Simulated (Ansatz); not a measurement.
YN:
Space group Fm-3m (No. 225); a = b = c = 4.8957 Å, α = β = γ = 90.00°

```json
[
 {"atom": "Y", "site": "4a", "symmetry": "m-3m", "x": "0.0000", "y": "0.0000", "z": "0.0000"},
 {"atom": "N", "site": "4b", "symmetry": "m-3m", "x": "0.5000", "y": "0.5000", "z": "0.5000"}
]
```
(The calculation used a cell of 2 atoms; values per cell refer to that cell.)

Relaxed with r²SCAN. DFT-r²SCAN in the program Ansatz with PAW potentials gives a gap of 0.58 eV.

Q: What gap does HSE06 give on the same cell (Ansatz, PAW)?

A: 1.10 eV, 0.51 eV more. The hybrid was solved on a coarser mesh and at special points; its gap is the smallest among all of these.

| k | v1 r²SCAN | c1 r²SCAN | v1 HSE06 | c1 HSE06 |
|---|---|---|---|---|
| Γ | 0.00 | 3.55 | (withheld) | (withheld) |
| X | -0.40 | 0.58 | -0.47 | 1.09 |
| L | -2.28 | 6.21 | (withheld) | (withheld) |
| W | -1.53 | 4.44 | (withheld) | (withheld) |
| K | -1.34 | 2.86 | (withheld) | (withheld) |

Q: Top valence (v1) and lowest conduction level (c1) in eV from each method's valence maximum (which need not be a listed point): supply the withheld HSE06 values.

A: 
- W, v1 HSE06: -1.73
- W, c1 HSE06: 5.20
- L, v1 HSE06: -2.45
- L, c1 HSE06: 7.13
- K, v1 HSE06: -1.45
- K, c1 HSE06: 3.50
- Γ, v1 HSE06: 0.00
- Γ, c1 HSE06: 4.31

Cost on shared cores: the r²SCAN run (SCF on a 10×10×10 mesh, then bands and DOS) roughly 9 core-seconds, the HSE06 run (SCF on 7×7×7, then a few points) around 60 core-seconds (rough); the tasks are unlike.

The cell was relaxed with r²SCAN under the symmetry of its start. The run is not spin-polarised. Scalar-relativistic: spin–orbit coupling is off unless named, which matters more the heavier the elements.

Potentials: the later of the program's two PAW sets.
